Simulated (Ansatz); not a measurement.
A 10-atom cell of Al3GaO6 built on the corundum structure (relaxed group R3), relaxed with r2SCAN. It is trigonal, R3 (No. 146); a = 4.816 Å, c = 13.103 Å in the conventional setting, 8.77 Å³ an atom. Al is surrounded by 6 O at 1.86–1.98 Å; Al is surrounded by 6 O at 1.86–1.97 Å; Al is surrounded by 6 O at 1.86–1.96 Å; Ga is surrounded by 6 O at 1.90–2.08 Å; O is surrounded by 3 Al at 1.86–1.98 Å and 1 Ga at 1.90 Å; O is surrounded by 3 Al at 1.86–1.96 Å and 1 Ga at 2.08 Å.

```yaml
crystal:
  lattice:
    - [2.40779, 1.39014, 4.36781]
    - [-2.40779, 1.39014, 4.36781]
    - [0.00000, -2.78028, 4.36781]
  atoms:
    - { symbol: Al, position: [0.85316, 0.85316, 0.85316] }
    - { symbol: Al, position: [0.64820, 0.64820, 0.64820] }
    - { symbol: Al, position: [0.34914, 0.34914, 0.34914] }
    - { symbol: Ga, position: [0.14225, 0.14225, 0.14225] }
    - { symbol: O, position: [0.73539, 0.45686, 0.05727] }
    - { symbol: O, position: [0.94336, 0.24876, 0.56560] }
    - { symbol: O, position: [0.05727, 0.73539, 0.45686] }
    - { symbol: O, position: [0.45686, 0.05727, 0.73539] }
    - { symbol: O, position: [0.56560, 0.94336, 0.24876] }
    - { symbol: O, position: [0.24876, 0.56560, 0.94336] }
```

3 runs of the plane-wave code Ansatz on this cell differ in the functional (and in the settings that go with it). Levels are in eV from each run's valence top; v1 is the last filled band, c1 the first empty one.

Run A, mean stress -0.8 GPa (compression positive):

| point | v4 | v3 | v2 | v1 | c1 | c2 |
| --- | --- | --- | --- | --- | --- | --- |
| Γ | -0.48 | -0.08 | -0.08 | -0.08 | 6.84 | 10.21 |
| T | -0.53 | -0.53 | -0.23 | -0.23 | 8.94 | 9.98 |
| H₂ | -0.93 | -0.74 | -0.62 | -0.41 | 9.26 | 11.25 |
| L | -0.96 | -0.85 | -0.36 | -0.22 | 8.96 | 11.03 |
| S₀ | -0.93 | -0.70 | -0.63 | -0.27 | 9.13 | 11.12 |
| F | -1.15 | -0.89 | -0.59 | -0.26 | 9.27 | 11.47 |

Run B, mean stress 0.0 GPa (compression positive):

| point | v4 | v3 | v2 | v1 | c1 | c2 |
| --- | --- | --- | --- | --- | --- | --- |
| Γ | -0.44 | -0.09 | -0.08 | -0.08 | 5.77 | 9.20 |
| T | -0.51 | -0.51 | -0.22 | -0.22 | 7.72 | 8.95 |
| H₂ | -0.88 | -0.69 | -0.57 | -0.38 | 8.01 | 10.21 |
| L | -0.90 | -0.79 | -0.33 | -0.20 | 7.72 | 9.97 |
| S₀ | -0.88 | -0.67 | -0.58 | -0.25 | 7.89 | 10.09 |
| F | -1.08 | -0.84 | -0.57 | -0.23 | 8.02 | 10.40 |

Run C, mean stress -0.8 GPa (compression positive):

| point | v4 | v3 | v2 | v1 | c1 | c2 |
| --- | --- | --- | --- | --- | --- | --- |
| Γ | -0.48 | -0.08 | -0.08 | -0.07 | 7.58 | 10.98 |
| T | -0.54 | -0.54 | -0.23 | -0.23 | 9.70 | 10.74 |
| H₂ | -0.94 | -0.74 | -0.62 | -0.42 | 10.03 | 12.01 |
| L | -0.96 | -0.86 | -0.37 | -0.22 | 9.72 | 11.81 |
| S₀ | -0.94 | -0.70 | -0.64 | -0.27 | 9.90 | 11.89 |
| F | -1.16 | -0.90 | -0.59 | -0.26 | 10.04 | 12.24 |

**Question.** Match the runs to r2SCAN, HSE06, PBE0.

**Answer.** A is HSE06, B is r2SCAN, C is PBE0. In order of the gap: r2SCAN 5.77, HSE06 6.84, PBE0 7.58 eV. The stress vanishes for r2SCAN, which relaxed the cell.

Values at 0 K without nuclear motion; spin polarisation is off, and the phase may be a hypothetical one.

The stress of a hybrid is loosely converged in these runs.

The meshes of the hybrids are coarse, so their gaps aren't converged to the digits shown.
